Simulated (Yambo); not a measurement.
InP (zinc blende, space group F-43m, No. 216), G0W0@PBEsol in Yambo with this input:

```
rim_cut
gw0
dyson
el_el_corr
HF_and_locXC
ppa
em1d
RandQpts= 1000000
RandGvec= 1 Ry
EXXRLvcs= 70 Ry
VXCRLvcs= 280 Ry
Chimod= "HARTREE"
% BndsRnXp
 1 | 115 |
%
NGsBlkXp= 10 Ry
% LongDrXp
 1.0 | 1.0 | 1.0 |
%
PPAPntXp= 27.2114 eV
% GbndRnge
 1 | 115 |
%
GTermKind= "BG"
DysSolver= "n"
ExtendOut
```

On a 4×4×4 mesh, with wavefunctions cut at 70 Ry, the gap (Γ → Γ) is 1.010 eV and the valence edge shifts by -0.545 eV.

Question: What happens with this change: wavefunctions cut at 25 Ry?

Answer: The gap falls by 0.033 eV, to 0.977 eV; the shift of the valence edge becomes -0.539 eV. Neither run is shown to be the converged limit.

The standard potential for In keeps a d shell in the valence without the s and p states of that shell. In tests on such compounds this moved G0W0 gaps by up to about 0.9 eV, so absolute quasiparticle energies here are unreliable; differences between settings are what counts.

Spin-orbit coupling is not included.

Geometry relaxed with PBEsol; primitive cell a = b = c = 4.1586 Å, α = β = γ = 60.00°.

A shift is the quasiparticle energy of the state minus its PBEsol energy.
